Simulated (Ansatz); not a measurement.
InP:
```
CELL_PARAMETERS angstrom
      7.33385     0.00000     0.00000
      0.00000     7.33385     0.00000
      0.00000     0.00000     7.33385
ATOMIC_POSITIONS crystal
  In 0.25000 0.00000 0.50000
  In 0.50000 0.25000 0.00000
  In 0.50000 0.75000 0.00000
  In 0.75000 0.00000 0.50000
  In 0.00000 0.50000 0.75000
  In 0.00000 0.50000 0.25000
  P  0.25000 0.50000 0.00000
  P  0.00000 0.25000 0.50000
  P  0.00000 0.75000 0.50000
  P  0.75000 0.50000 0.00000
  P  0.50000 0.00000 0.75000
  P  0.50000 0.00000 0.25000
```

Relaxed with PBE. Special points in fractions of this cell's reciprocal vectors: Γ (0.000, 0.000, 0.000); X (0.000, 0.500, 0.000); M (0.500, 0.500, 0.000); R (0.500, 0.500, 0.500).

List the band energies nearest the valence-band maximum at these points for PBE with spin–orbit coupling in the plane-wave PAW code Ansatz.

In eV from the valence-band maximum; about four levels below and three above (degenerate sets whole), none deeper than 8.9 eV; points with the same levels are listed once.

```tsv
k	below	above
Γ	0.00 0.00 0.00 0.00	0.46 0.46 1.35 1.35 1.35 1.35
X	-0.30 -0.30 -0.30 -0.30	1.33 1.33 1.33 1.33
M	-0.77 -0.77 -0.34 -0.34	1.97 1.97 2.01 2.01
R	-1.29 -1.29 -1.29 -1.29 -1.29 -1.29 -1.29 -1.29	3.07 3.07 3.07 3.07 3.07 3.07 3.07 3.07
```

Space group Pm-3n. The start of the workflow was typed in or built on a structure type; neither database checked (COD, Materials Project) lists it. It is not the phase usual at ambient conditions (space group No. 216). The PBE relaxation kept the symmetry of its start; its stability against distortions is not shown here. The volume moved by 31 % from the start of the relaxation.

Potentials: the later of the program's two PAW sets.
